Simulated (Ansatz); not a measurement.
Values for one crystal, relaxed and computed with DFT-r²SCAN in the program Ansatz with PAW potentials; other levels are named.

```yaml
volume_per_atom: 18.22 Å³
band_gap: 0.74 eV (indirect)
HSE06 gap on the r²SCAN cell: 1.01 eV
conduction_band_minimum: on the K–Γ line, 46 % of the way from K (6 equivalent valleys)
Electron effective mass with spin–orbit coupling: 0.43, 0.57, 0.70 mₑ (principal values)
Formation energy from the elements (no fitted shifts): -1.24 eV/atom
Bulk modulus (Birch–Murnaghan fit): 702 kbar
```

Problem. Which of these materials gives this?
A) LiNbSe2, P6_3/mmc (Li on 2a, Nb on 2b, Se on 4f)
B) Li2Se, anti-fluorite
C) LiH, rock salt
D) CoLi3Nb3O12Ti, P1 (Pearson symbol aP20)

Solution. A, LiNbSe2, P6_3/mmc (Li on 2a, Nb on 2b, Se on 4f)

The workflow started from a Materials Project entry (that database holds measured and hypothetical structures alike); the Crystallography Open Database copy checked does not list it. Whether it is the stable phase at ambient conditions was not checked. The r²SCAN relaxation kept the symmetry of its start; its stability against distortions is not shown here. No spin polarisation was allowed. The references are the lowest solids computed at this level, not always the standard phases. Spin–orbit coupling is left out wherever it is not named.

Potentials: the later of the program's two PAW sets.
